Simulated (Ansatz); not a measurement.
Relaxed TiSi₂ (C49 type, space group Cmcm):

```
TiSi2
1.0
    1.76356    -6.76170     0.00000
    1.76356     6.76170     0.00000
    0.00000     0.00000     3.56562
Si Ti
4 2
Direct
  0.94171   0.05829   0.75000
  0.05829   0.94171   0.25000
  0.25028   0.74972   0.75000
  0.74972   0.25028   0.25000
  0.60322   0.39678   0.75000
  0.39678   0.60322   0.25000
```

Calculation: r2SCAN (plane waves to 500 eV, PAW, scalar-relativistic; Ansatz, a first-principles code). k mesh 11×11×11 (Γ-centred), Fermi-Dirac smearing 0.05 eV. With partly filled bands, energies and forces of such displacements shift with the k mesh and the smearing. The PAW data are Ansatz's earlier set. This is one of several known forms of TiSi2; the measured ambient cells at hand have space group No. 70. TiSi2 is run without spin polarisation. TiSi2 was relaxed with its symmetry unable to fall.

One atom of the cell was then moved (with its periodic images), all else fixed, and the forces (eV/Å) came out as:

```
atom      Fx      Fy     Fz
----  ------  ------  -----
Si1   -0.004  -0.005  0.000
Si2    0.452   0.007  0.000
Si3   -0.008   0.002  0.000
Si4    0.009  -0.002  0.000
Ti5   -0.357   0.001  0.000
Ti6   -0.092  -0.003  0.000
```

**Question.** Which atom was moved, and by which vector (Å)?

**Answer.** Si2, by (-0.05, 0.00, 0.00), 0.05 Å in all.

(For displaced atoms, the force is minus the slope of the energy, and its curvature is a force constant, which sets phonon frequencies.)
